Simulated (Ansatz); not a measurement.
Question: TaAl (L1₀ or tetragonal B2, P4/mmm) is relaxed with PBE in the plane-wave PAW code Ansatz. What lattice parameters of the conventional cell result?

Answer: a = 2.835 Å, c = 4.185 Å.

The start of the workflow was typed in or built on a structure type; neither database checked (COD, Materials Project) lists it. Whether it is the stable phase at ambient conditions was not checked. Symmetry was held in the PBE relaxation; whether a distortion lowers the energy is not shown. No spin polarisation was allowed. Axis ratios of metals converge slowly with the k-mesh, so a and c are less sure than the volume. Scalar-relativistic: spin–orbit coupling is off unless named, which matters more the heavier the elements.

Potentials: the earlier of the program's two PAW sets.
